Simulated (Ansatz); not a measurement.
SrTiO3 (cubic perovskite), frozen-phonon scan

SrTiO3 (cubic perovskite)

```xyz
5
Lattice="3.9365 0.0000 0.0000 0.0000 3.9365 0.0000 0.0000 0.0000 3.9365" Properties=species:S:1:pos:R:3 pbc="T T T"
Sr     0.0000     0.0000     0.0000
Ti     1.9682     1.9682     1.9682
O      0.0000     1.9682     1.9682
O      1.9682     1.9682     0.0000
O      1.9682     0.0000     1.9682
```

A phonon eigenvector at Γ is frozen into this cell: atom i moves by Q times the vector below, so Q is the largest atomic displacement, in Å. The cell is held. It is one choice among 3 degenerate patterns.

```csv
atom,x,y,z
Sr1,0.000,0.000,-0.820
Ti2,0.000,0.000,1.000
O3,0.000,0.000,0.576
O4,0.000,0.000,0.349
O5,0.000,0.000,0.576
```

Level of theory: PBE (plane waves to 420 eV, PAW, scalar-relativistic; Ansatz, a program for electronic structure). k mesh 8×8×8 (Γ-centred), Fermi-Dirac smearing 0.05 eV. The energy includes the smearing's −TS. Compression counts positive. SrTiO3 is run without spin polarisation. SrTiO3 was relaxed with its symmetry unable to fall. The PAW data are Ansatz's earlier set. ΔE is measured from the undisplaced structure.

| Q (Å) | ΔE (meV/cell) | −dE/dQ from forces (eV/Å) | P (GPa) |
|---|---|---|---|
| -0.280 | 412 | 3.322 | 6.53 |
| -0.233 | 275 | 2.585 | 4.52 |
| -0.187 | 170 | 1.940 | 2.88 |
| -0.140 | 93 | 1.377 | 1.62 |
| -0.093 | 40 | 0.879 | 0.72 |
| -0.047 | 10 | 0.427 | 0.19 |
| 0.000 | 0 | 0.000 | 0.01 |
| 0.047 | 10 | -0.427 | 0.19 |
| 0.093 | 40 | -0.879 | 0.72 |
| 0.140 | 93 | -1.377 | 1.62 |
| 0.187 | 170 | -1.940 | 2.88 |
| 0.233 | 275 | -2.585 | 4.52 |
| 0.280 | 412 | -3.322 | 6.53 |

Summary:

| Property | Value |
|---|---|
| Energy at Q = 0.280 Å | 412 meV/cell |
| Space group of the distorted cell | P4mm (No. 99), lowered from Pm-3m |
| Symmetry of the curve | even: the same for both signs |
| Shape of the curve | a single well with its minimum at or next to zero displacement |
| Harmonic wavenumber from the curvature (finite differences) | 144 cm⁻¹ |
| Wavenumber by perturbation theory (DFPT, on another k mesh) | 144 cm⁻¹ |

The 13 points together took around 2.2 core-minutes (rough).

(A displaced cell: forces are minus the slopes of the energy, force constants its curvatures, and phonons follow from these.)
